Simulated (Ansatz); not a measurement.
MoPd:
Space group Cmcm (No. 63); a = 2.636 Å, b = 10.597 Å, c = 4.326 Å, α = 90.00°, β = 90.00°, γ = 90.00°

```tsv
atom	site	symmetry	x	y	z
Mo	4c	m2m	0.0000	0.3252	0.2500
Pd	4c	m2m	0.0000	0.0690	0.2500
```
(The calculation used a cell of 4 atoms; values per cell refer to that cell.)

Relaxed at zero pressure with DFT-r²SCAN in the program Ansatz with PAW potentials.

Problem. The volume is lowered by 6 % and shape and atoms relax at that volume. What pressure results, and how do the axes share the change?

Solution. 17.4 GPa; a -1.8 %, b -2.5 %, c -1.8 %; the energy rises by 46 meV/atom.

Problem. Give the new structure.

Solution. 
Space group Cmcm (No. 63); a = 2.5880 Å, b = 10.3312 Å, c = 4.2484 Å, α = 90.00°, β = 90.00°, γ = 90.00°

| atom | site | symmetry | x | y | z |
|---|---|---|---|---|---|
| Mo | 4c | m2m | 0.0000 | 0.3259 | 0.2500 |
| Pd | 4c | m2m | 0.0000 | 0.0689 | 0.2500 |

The phase is kept; no other phase was compared at this pressure.

The start of the workflow was typed in or built on a structure type; neither database checked (COD, Materials Project) lists it. Whether it is the stable phase at ambient conditions was not checked. Symmetry was held in the r²SCAN relaxation; whether a distortion lowers the energy is not shown. No spin polarisation was allowed. Axis ratios of metals converge slowly with the k-mesh, so a and c are less sure than the volume.

Potentials: the earlier of the program's two PAW sets.
